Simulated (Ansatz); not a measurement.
**Cu2O: from a starting cell to a relaxed one**

The start is a randomly generated symmetric cell of Cu2O (space group No. 164). Cell shape, volume and atoms are optimised at zero target pressure with PBEsol (plane waves to 420 eV, PAW, scalar-relativistic; Ansatz, a quantum-chemistry and plane-wave program). The first steps use a coarse 8×8×9 k-mesh.

Starting cell:
```
CELL_PARAMETERS angstrom
      3.43744     0.00000     0.00000
     -1.71872     2.97691     0.00000
      0.00000     0.00000     2.49968
ATOMIC_POSITIONS crystal
  Cu 0.33333 0.66667 0.68157
  Cu 0.66667 0.33333 0.31843
  O  0.00000 0.00000 0.50000
```

Question: Which atoms feel the largest initial force, and how large is it?

Answer: About 2.1 eV/Å, on Cu1, Cu2 (atoms numbered as listed).

Question: How do the shortest distances between atoms change?

Answer: The closest pairs of elements (up to four, under 3.6 Å), start → end: Cu–O 2.04 → 2.07 Å; Cu–Cu 2.18 → 2.46 Å; O–O 2.50 → 2.80 Å.

Question: Write out the relaxed structure.

Answer: 
```cif
data_Cu2O
_chemical_formula_sum 'Cu2 O1'
_space_group_name_H-M_alt 'P-3m1'
_space_group_IT_number 164
_space_group_name_Hall '-P 3 2"'
_cell_length_a 2.79616
_cell_length_b 2.79616
_cell_length_c 4.43906
_cell_angle_alpha 90.000
_cell_angle_beta 90.000
_cell_angle_gamma 120.000
loop_
_atom_site_label
_atom_site_type_symbol
_atom_site_symmetry_multiplicity
_atom_site_Wyckoff_symbol
_atom_site_fract_x
_atom_site_fract_y
_atom_site_fract_z
_atom_site_occupancy
Cu1 Cu 2 d 0.66667 0.33333 0.20838 1
O1 O 1 b 0.00000 0.00000 0.50000 1
```

The space group stays P-3m1 (No. 164) (the run could not lower it); the end is anti-CdI2 type, with 3 atoms in the primitive cell. Final values are on a 19×19×11 k-mesh of the relaxed cell. No spin polarisation in the result. No Hubbard U is applied.

The run could not lose the symmetry of its start; a randomly shaken copy of 6 atoms returns to this structure.

The relaxed structure here is a generated cell of Cu2O: the first start was made by a random draw of sites in a space group, and the end was not matched to a known phase here, so it may be hypothetical. Known forms of Cu2O include space group No. 224.
